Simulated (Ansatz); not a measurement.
Input:

Pt (fcc, Cu type), conventional cell a = b = c = 3.9701 Å, α = β = γ = 90.00°. The calculation uses the primitive cell of 1 atom, to which meshes and values per cell refer.

This relaxed cell (volume V₀) is scaled evenly in all directions, its shape held. Symmetry pins the atoms to their sites.

The numbers are results of PBE (plane waves to 420 eV, PAW, scalar-relativistic; Ansatz, a program for electronic structure), not measurements. k mesh 20×20×20 (Γ-centred), Fermi-Dirac smearing 0.05 eV. E stands for the smeared free energy. Compression counts positive. Pt is run without spin polarisation. Pt was relaxed with its symmetry unable to fall. Spin-orbit coupling is left out, though Pt is heavy. The PAW data are Ansatz's earlier set. ΔE is measured from the relaxed starting cell.

The scan covers V/V₀ from 0.900 to 1.100 in 13 points.

Question: What is ΔE at V/V₀ = 0.900?

Answer: 152 meV/atom.

Question: What pressure does the cell carry at V/V₀ = 0.900?

Answer: 34.8 GPa.

Question: What is ΔE at V/V₀ = 1.100?

Answer: 98 meV/atom.

(Under strain, the slope of the energy per volume gives the stress and its curvature an elastic modulus.)
